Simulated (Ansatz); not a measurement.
Sb2Os in space group Pnnm (No. 58; Sb on 4g, Os on 2a), the program Ansatz at the r²SCAN level (PAW). The conduction-band minimum lies on the Γ–Z line, 50 % of the way from Γ, with 2 equivalent valleys. Second derivatives d²E/dk² of the lowest band at one valley (eV·Å²), along Cartesian directions:

```tsv
direction	d²E/dk²
[100]	16.88
[010]	4.262
[001]	13.58
[110]	10.56
[101]	15.23
[011]	8.924
```

Task: Find the principal effective masses, the density-of-states mass and the conductivity mass.

Result: Off-diagonal terms follow from H_xy = H[110] − (H_xx + H_yy)/2, and m*/mₑ = 7.620 eV·Å² over each eigenvalue: 0.45, 0.56, 1.8. One valley's DOS mass (m₁m₂m₃)^(1/3) = 0.77, conductivity mass 3/(Σ 1/mᵢ) = 0.66 mₑ.

Task: What effective density of states Nc follows at 300 K for parabolic valleys?

Result: Nc = 2.509e19 × 2 × (0.77)^(3/2) ≈ 3.4e19 cm⁻³.

The workflow started from a Materials Project entry (that database holds measured and hypothetical structures alike); the Crystallography Open Database files this formula in space group No. 58, but the cells were not matched. Whether it is the stable phase at ambient conditions was not checked. Symmetry was held in the r²SCAN relaxation; its stability against distortions is not shown here. The run is not spin-polarised. Spin–orbit coupling is left out wherever it is not named.

Potentials: the later of the program's two PAW sets.

Edges and masses are those of Kohn–Sham bands, whose gap is no quasiparticle gap.
